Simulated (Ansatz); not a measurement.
## Structure relaxation, ZrS2

The start is a generated cell, ZrS2 placed in the AFLOW prototype AB2_hP3_191_a_d (C32, as in AlB2). A full variable-cell relaxation at zero pressure is run with PBEsol (plane waves to 420 eV, PAW, scalar-relativistic; Ansatz, a first-principles code). The first steps use a coarse 7×7×5 k-mesh.

Starting cell:
```yaml
crystal:
  lattice:
    - [4.00864, 0.00000, 0.00000]
    - [-2.00432, 3.47158, 0.00000]
    - [0.00000, 0.00000, 4.34040]
  atoms:
    - { symbol: Zr, position: [0.00000, 0.00000, 0.00000] }
    - { symbol: S, position: [0.33333, 0.66667, 0.50000] }
    - { symbol: S, position: [0.66667, 0.33333, 0.50000] }
```

Problem. How large is the pressure on the unrelaxed cell, and of which sign?

Solution. -7 GPa (negative: the cell is under tension).

Problem. How much energy is released per atom?

Solution. 1.00 to 1.02 eV/atom (the two k-meshes of the run give this range).

Problem. How does the volume change?

Solution. -18.2 %, from 20.13 to 16.47 Å³/atom.

Problem. How do the shortest distances between atoms change?

Solution. The closest pairs of elements (up to four, under 3.6 Å), start → end: S–S 2.31 → 2.49 Å; S–Zr 3.17 → 2.92 Å; Zr–Zr 4.01 → 3.06 Å.

Problem. What does it relax into? Give the structure.

Solution. 
Space group P6/mmm (No. 191); a = b = 4.3165 Å, c = 3.0621 Å, α = β = 90.00°, γ = 120.00°

```csv
atom,site,symmetry,x,y,z
Zr,1a,6/mmm,0.0000,0.0000,0.0000
S,2d,-6m2,0.3333,0.6667,0.5000
```

The space group stays P6/mmm (No. 191) (the run could not lower it), with 3 atoms in the primitive cell. Final values are on a 13×13×15 k-mesh of the relaxed cell. No spin polarisation in the result.

The run could not lower the symmetry of its start; a shaken copy of this end point relaxes with PBEsol to Immm (No. 71), 1.01 eV/atom lower.

The relaxed structure here is a generated cell of ZrS2: the first start was made by placing the elements on the sites of a structure type, and the end was not matched to a known phase here, so it may be hypothetical. Known forms of ZrS2 include space group No. 164.
